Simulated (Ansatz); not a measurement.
Data:

Relaxed CsPbCl3 (cubic perovskite):

```xyz
5
Lattice="5.6735 0.0000 0.0000 0.0000 5.6735 0.0000 0.0000 0.0000 5.6735" Properties=species:S:1:pos:R:3 pbc="T T T"
Cs     0.0000     0.0000     0.0000
Pb     2.8368     2.8368     2.8368
Cl     0.0000     2.8368     2.8368
Cl     2.8368     2.8368     0.0000
Cl     2.8368     0.0000     2.8368
```

In this cell atom 4 (Cl, nearest neighbour Pb at 2.837 Å; its periodic images, 5.7 Å or more away, move with it) is moved by s along Cartesian z, unit vector (0.000, 0.000, 1.000); all other atoms and the cell stay fixed.

Calculation: r2SCAN (plane waves to 500 eV, PAW, scalar-relativistic; Ansatz, a first-principles code). k mesh 5×5×5 (Γ-centred), Fermi-Dirac smearing 0.05 eV. E stands for the smeared free energy. CsPbCl3 was relaxed with its symmetry unable to fall. Spin-orbit coupling is left out, though Pb is heavy. The PAW data are Ansatz's earlier set. This is a high-temperature form of CsPbCl3. The zero of ΔE is the undisplaced structure.

The scan covers s from -0.850 to 0.850 Å in 11 points.

Problem. Is this a single well or a double well?

Solution. A single well with its minimum at or next to zero displacement.

Problem. Is the energy the same for equal positive and negative displacements?

Solution. Even: the same for both signs. With its periodic images moving along, the atom's site symmetry in this cell is 4/mmm.

Problem. What is the energy change at s = 0.850 Å?

Solution. 3281 meV/cell.

Problem. What force acts on the atom along the line at s = -0.850 Å?

Solution. 15.2 eV/Å.

(A displaced cell: forces are minus the slopes of the energy, force constants its curvatures, and phonons follow from these.)
